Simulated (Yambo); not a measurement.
How GW settings move the gap: MoS$_{2}$ monolayer

G0W0@PBEsol for a free-standing MoS$_{2}$ monolayer (symmetry P-6m2, slab cell 16.1 Å high) in Yambo. Reference settings: 6×6×1 Γ-centred k mesh, bands 3 to 192 and a 7 Ry block in the screening, 192 bands in G with the Bruneval-Gonze terminator, plasmon pole fitted at 27.2 eV, slab-truncated Coulomb interaction, stochastic integration of W near q = 0. The PBEsol gap K → K on this mesh is 1.73 eV; G0W0 gaps are taken between the same points.

```csv
change from the reference,G0W0 gap K → K (eV),shift of the valence edge (eV),rough Yambo cost
reference settings,2.53,-0.04,1
124 bands in G,2.53,-0.01,–
3 Ry block,2.52,0.14,about 1/2
6 Ry block,2.54,-0.01,about 1/2
no terminator,2.58,0.24,–
```

The reference isn't shown to be the converged limit. Costs are rough (shared machines), scaled to the same edge states, and given only for runs that recompute the screening.

Spin-orbit coupling is included.

Geometry relaxed with PBEsol; primitive cell a = b = 3.1410 Å, c = 16.1000 Å, α = β = 90.00°, γ = 120.00°.

A shift is the quasiparticle energy of the state minus its PBEsol energy.
